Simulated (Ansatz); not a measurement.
The cell is COD entry 9008999, as deposited and not checked against the literature; nothing was relaxed.

A run of Ansatz 0.2.0 printed the following.

```
Al: projections on atomic orbitals take those of the free atom 1s2 2s2 2p6 3s2 3p1, of charge +0.00 (hamiltonian.pseudopotentials.projection_atoms)
Au: projections on atomic orbitals take those of the free atom 1s2 2s2 2p6 3s2 3p6 3d10 4s2 4p6 4d10 4f14 5s2 5p6 5d10 6s1, of charge +0.00 (hamiltonian.pseudopotentials.projection_atoms)
LAPW: plane waves up to 8.397 Å⁻¹, error target 5.0e-4 eV per atom; small_component_spin mean_spin; Al in spheres of 1.161 Å, 11 of its electrons in bands, Dirac shells []; Au in spheres of 1.437 Å, 43 of its electrons in bands, Dirac shells []
Engine: ansatz 0.2.0
Pseudopotentials: kind: all_electron
Pseudopotential: Al, LAPW, valence charge 11, Koelling and Harmon's equation, gaussian nucleus
Pseudopotential: Au, LAPW, valence charge 43, Koelling and Harmon's equation, gaussian nucleus
Functional definition: PBE
  parameter kappa = 0.804
  parameter beta = 0.06672455060314922
  exchange = pbe_x(kappa = kappa, mu = beta*pi^2/3)
  correlation = pbe_c(beta = beta)
Crystal: 3 atoms, lattice volume = 54.000 Å³
Basis set: ecut = 268.62557671855126 eV, 537 PW (Γ), exchange–correlation at level 2
Bands: 39, of which v1, the nominal top of the filled ones, is band 33 counted from 1 (32 counted from 0)
Symmetry: 48 space group operations
Space group: Fm-3m (ITA 225), of the structure as read, at distance tolerance 3.8e-5 Å
k-points: 56 of 1331
Non-local potential: Al, projectors of the file, none
Non-local potential: Au, projectors of the file, none
Initial density: superposition of atomic densities (chi_scale 0.1, normalization cell, long waves kept (reshape's long-wave potential 0.00 eV rms))
Initial wavefunctions: plane waves of lowest kinetic energy (no species holds an atomic orbital)
Functional: x = pbe(κ = 0.804, μ = 0.2195149727645171), c = pbe(β = 0.06672455060314922)
iter 1 solved again at ethr=8.97e-4 eV; its pass at ethr=1.00e-1 eV (dr2=5.83e-1 eV) is discarded
SCF iter   1: F=—  HF=-530442.423408 eV  |F-HF|=—  |Δ(HF+E_count)|=         —  Δρ=3.48e-2  dr2=5.85e-1  ethr=8.97e-4  ⟨swp⟩=2.1  Hψ=13894  notcnv=0
preconditioner: auto → LDOS  [metal: Δε(μ)=0.022 eV  Ē_g=9.854 eV  σ=0.050 eV  W_gap=0.11  n_scr=14 (ndim 8)  ℏωp=20.8 eV  f_vac=0.040  D(μ)=1.07/eV (n_scr^D=8)  β→1.0]
SCF iter   2: F=—  HF=-530443.250770 eV  |F-HF|=—  |Δ(HF+E_count)|=   8.27e-1  Δρ=1.83e-2  dr2=3.50e-1  ethr=8.97e-4  ⟨swp⟩=3.0  Hψ=7103  notcnv=0
preconditioner: auto → Kerker (q_TF=auto, 2.814 Å⁻¹)  [metal: Δε(μ)=0.044 eV  Ē_g=11.715 eV  σ=0.050 eV  W_gap=0.21  n_scr=14 (ndim 8)  ℏωp=20.8 eV  f_vac=0.062  D(μ)=0.85/eV (n_scr^D=0)  β→0.5]
SCF iter   3: F=—  HF=-530441.234434 eV  |F-HF|=—  |Δ(HF+E_count)|=    2.02e0  Δρ=8.27e-3  dr2=3.56e-2  ethr=5.39e-4  ⟨swp⟩=2.8  Hψ=6414  notcnv=0
SCF iter   4: F=—  HF=-530441.220776 eV  |F-HF|=—  |Δ(HF+E_count)|=         —  Δρ=5.39e-3  dr2=1.32e-2  ethr=5.48e-5  ⟨swp⟩=2.0  Hψ=6175  notcnv=0
the basis was enlarged: its passes take 324.3 KiB over the memory plan, 1 of 1 planned eigensolver slots
SCF iter   5: F=—  HF=-530441.223786 eV  |F-HF|=—  |Δ(HF+E_count)|=   3.01e-3  Δρ=1.79e-3  dr2=2.32e-3  ethr=2.02e-5  ⟨swp⟩=2.0  Hψ=6132  notcnv=0
SCF iter   6: F=—  HF=-530441.224367 eV  |F-HF|=—  |Δ(HF+E_count)|=   5.81e-4  Δρ=5.70e-4  dr2=3.08e-4  ethr=3.58e-6  ⟨swp⟩=2.2  Hψ=6142  notcnv=0
SCF iter   7: F=—  HF=-530441.224493 eV  |F-HF|=—  |Δ(HF+E_count)|=   1.26e-4  Δρ=2.70e-4  dr2=6.57e-5  ethr=4.73e-7  ⟨swp⟩=3.0  Hψ=6269  notcnv=0
iter 8 solved again at ethr=5.19e-9 eV; its pass at ethr=1.01e-7 eV (dr2=3.38e-6 eV) is discarded
SCF iter   8: F=—  HF=-530441.224544 eV  |F-HF|=—  |Δ(HF+E_count)|=   5.17e-5  Δρ=6.08e-5  dr2=3.38e-6  ethr=5.19e-9  ⟨swp⟩=2.0  Hψ=10861  notcnv=0
SCF iter   9: F=—  HF=-530441.224545 eV  |F-HF|=—  |Δ(HF+E_count)|=   8.15e-7  Δρ=1.87e-5  dr2=3.87e-7  ethr=5.19e-9  ⟨swp⟩=3.0  Hψ=6358  notcnv=0
SCF iter  10: F=—  HF=-530441.224545 eV  |F-HF|=—  |Δ(HF+E_count)|=   7.43e-8  Δρ=7.16e-6  dr2=6.10e-8  ethr=5.95e-10  ⟨swp⟩=2.5  Hψ=6159  notcnv=0
SCF iter  11: F=-530441.224545 eV  HF=-530441.224545 eV  |F-HF|=1.78e-8  |Δ(HF+E_count)|=   6.67e-8  Δρ=4.44e-6  dr2=1.42e-8  ethr=9.38e-11  ⟨swp⟩=2.0  Hψ=6131  notcnv=0
SCF 1 converged in 11 iterations: F = -530441.224545 eV  dr2 = 1.42e-8
NSCF: frozen V_eff on 99 k-points
SCF converged after 11 iterations
Free energy (F): -530441.224545 eV
Harris-Foulkes:  -530441.224545 eV  (|F-HF|=1.78e-8)
Internal energy: -530441.216009 eV  (E = F + TS)
E sigma→0 (E₀):  -530441.220277 eV
Entropy (-TS):   -0.008536 eV (-2.845 meV/atom)
Fermi energy:    13.891396 eV
--- Per-component energies (eV) ---
  E_band       = -5319.015844
  E_kinetic    = 602770.277732
  E_xc         = -10929.088128
  E_electrostatic = -1122282.405614  (all electrons and nuclei)
  E_smearing   = -0.008536  (= −TS)
  E_closure    = 0.000000  (closes the sum)
  E_atoms      = -530429.229127  (free atoms, spherical and without spin; not in F)
  Σ components = -530441.224545   (vs F -530441.224545, Δ=0.00e0)
  Basis errors (estimates in eV, not in F): energy 1.9e-4 per atom: plane waves 1.6e-4 (9.4e-5 summed), levels above the bands 5.9e-50, relativity 1.8e-8, radial functions 2.5e-5, core shells 1.5e-8; eigenvalues (radial functions only) 7.9e-7; not estimated: angular momenta, meshes, grids; target (lapw.basis_error) 5.0e-4; muffin-tin radii Al 1.161 Å, Au 1.437 Å
--- Forces (eV/Å), atoms counted from 1 ---
  atom   1  Al     0.00000000    -0.00000000     0.00000000
  atom   2  Al     0.00000000    -0.00000000    -0.00000000
  atom   3  Au    -0.00000000    -0.00000000     0.00000000
  max |Σ_I F_I| component: 1.43e-18 eV/Å
--- Stress (GPa, compression-positive) ---
        3.399968      -0.000000       0.000000
       -0.000000       3.399968      -0.000000
        0.000000      -0.000000       3.399968
  P = ⅓ Tr σ = 3.4000 GPa (34.000 kbar)
--- Band table (eV; the first three rows and the last of 56) ---
  k-point 0: bands = ["-310.6828", "-310.6828", "-310.6828", "-310.6585", "-310.6585", "-93.3402", "-89.6942", "-89.6930", "-66.4380", "-66.4206", "-66.4206", "-66.4206", "-66.4071", "-66.4071", "-66.4071", "-51.1602", "-51.1602", "-51.1602", "-51.1551", "-51.1551", "-51.1551", "-44.7197", "-44.7197", "-44.7197", "3.2945", "7.2560", "7.2560", "7.2560", "8.2144", "8.2144", "16.0889", "16.8063", "16.8063", "16.8063", "17.7651", "17.7651", "17.7651", "19.5877", "19.5877"]
  k-point 1: bands = ["-310.6828", "-310.6828", "-310.6828", "-310.6585", "-310.6585", "-93.3402", "-89.6942", "-89.6930", "-66.4380", "-66.4206", "-66.4206", "-66.4206", "-66.4071", "-66.4071", "-66.4071", "-51.1602", "-51.1601", "-51.1601", "-51.1552", "-51.1552", "-51.1552", "-44.7198", "-44.7197", "-44.7197", "3.4032", "7.2196", "7.2837", "7.2837", "8.2084", "8.2084", "15.1387", "16.2860", "16.3638", "16.3638", "18.2441", "18.2441", "18.8179", "19.3079", "19.3079"]
  k-point 2: bands = ["-310.6828", "-310.6828", "-310.6828", "-310.6585", "-310.6585", "-93.3402", "-89.6941", "-89.6931", "-66.4380", "-66.4206", "-66.4206", "-66.4206", "-66.4071", "-66.4071", "-66.4071", "-51.1599", "-51.1598", "-51.1598", "-51.1555", "-51.1555", "-51.1554", "-44.7200", "-44.7197", "-44.7197", "3.7220", "7.1311", "7.3537", "7.3537", "8.2017", "8.2017", "13.2087", "15.6873", "15.6873", "16.4693", "18.4829", "18.4829", "18.8288", "19.4389", "19.4389"]
  k-point 55: bands = ["-310.6828", "-310.6828", "-310.6828", "-310.6585", "-310.6585", "-93.3402", "-89.6937", "-89.6936", "-66.4380", "-66.4206", "-66.4206", "-66.4206", "-66.4071", "-66.4071", "-66.4071", "-51.1613", "-51.1609", "-51.1583", "-51.1573", "-51.1544", "-51.1542", "-44.7205", "-44.7204", "-44.7198", "6.6668", "6.8666", "7.4805", "7.7438", "8.0430", "8.5908", "9.6757", "10.0419", "11.8208", "17.3530", "18.3894", "18.9101", "19.6836", "22.7353", "24.3578"]
--- Löwdin populations: 3 sites ---
  site symbol       q [e]
     0     Al     13.2663
     1     Al     13.2663
     2     Au     78.2621
  spilling = 0.001955 (of n_electrons = 105.000000)
```

The cell and starting positions:

```
CELL_PARAMETERS angstrom
0.00000 3.00000 3.00000
3.00000 0.00000 3.00000
3.00000 3.00000 0.00000
ATOMIC_POSITIONS crystal
Al 0.25000 0.25000 0.25000
Al 0.75000 0.75000 0.75000
Au 0.00000 0.00000 0.00000
```

Parts of the input that the log doesn't repeat:

```yaml
  band_path:
    path:
      - [0.0, 0.0, 0.0]
      - [0.5, 0.0, 0.5]
      - [0.625, 0.25, 0.625]
      - [0.375, 0.375, 0.75]
      - [0.0, 0.0, 0.0]
      - [0.5, 0.5, 0.5]
      - [0.5, 0.25, 0.75]
      - [0.5, 0.0, 0.5]
    npoints: 14
output:
  forces: true
  stress: true
  eigenvalues: true
  populations: true
  dos: { projected: true, de: 0.2, e_range: [-14, 8] }
```

Problem. Write the input that produced this log.

Solution. 
```yaml
crystal:
  lattice:
    - [0.0, 3.0, 3.0]
    - [3.0, 0.0, 3.0]
    - [3.0, 3.0, 0.0]
  atoms:
    - { symbol: Al, position: [0.25, 0.25, 0.25] }
    - { symbol: Al, position: [0.75, 0.75, 0.75] }
    - { symbol: Au, position: [0.0, 0.0, 0.0] }
kpoints:
  mp_grid: { grid: [11, 11, 11] }
  band_path:
    path:
      - [0.0, 0.0, 0.0]
      - [0.5, 0.0, 0.5]
      - [0.625, 0.25, 0.625]
      - [0.375, 0.375, 0.75]
      - [0.0, 0.0, 0.0]
      - [0.5, 0.5, 0.5]
      - [0.5, 0.25, 0.75]
      - [0.5, 0.0, 0.5]
    npoints: 14
scf:
  occupations: { method: fermi_dirac, width: 0.05 }
hamiltonian:
  xc: pbe
  pseudopotentials: { kind: all_electron, lapw: { basis_error: 0.0005 } }
output:
  forces: true
  stress: true
  eigenvalues: true
  populations: true
  dos: { projected: true, de: 0.2, e_range: [-14, 8] }
```
This is the input that was run; digits and keys that the log doesn't show could differ in an equivalent one.
